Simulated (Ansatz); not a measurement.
## What DFT gives for WC

```
CELL_PARAMETERS angstrom
5.79598 0.00000 0.00000
-1.44900 2.50973 0.00000
0.00000 0.00000 2.82830
ATOMIC_POSITIONS crystal
W 0.00000 0.00000 0.00000
W 0.50000 0.00000 0.00000
C 0.33333 0.33333 0.50000
C 0.83334 0.33333 0.50000
```

The numbers come from plane-wave PAW DFT (Ansatz): PBE, collinear spin, 420 eV, 4×8×6 Γ-centred k points, cold occupations (width 0.214 eV). Nothing was relaxed.

The state carries no moments; the state need not be the lowest.

- At the Fermi level: It is a metal, with about 0.39 states/eV a cell as the mean within 0.25 eV of the Fermi level, mostly W d (74 %) and C p (21 %).
- Forces: The forces vanish by the symmetry of the sites.
- Charges: Bader charges in e: W +1.42, C -1.42. In the mean W gives up most and C takes most.
- Stress: The pressure is 9.4 GPa (compression positive), so with the atoms held at these fractions the cell would first expand. The principal stresses 8.3, 9.9, 9.9 GPa differ, so its shape would change too.
- Contacts: W–C at 2.19 Å: least valence density 0.40 e/Å³ and ELF 0.22 there. These are pseudo-fields; inside the PAW spheres they differ from the all-electron ones.

Origin: a database entry at a rescaled volume. Caveats: the k mesh is coarse if the cell is a metal; wide smearing.
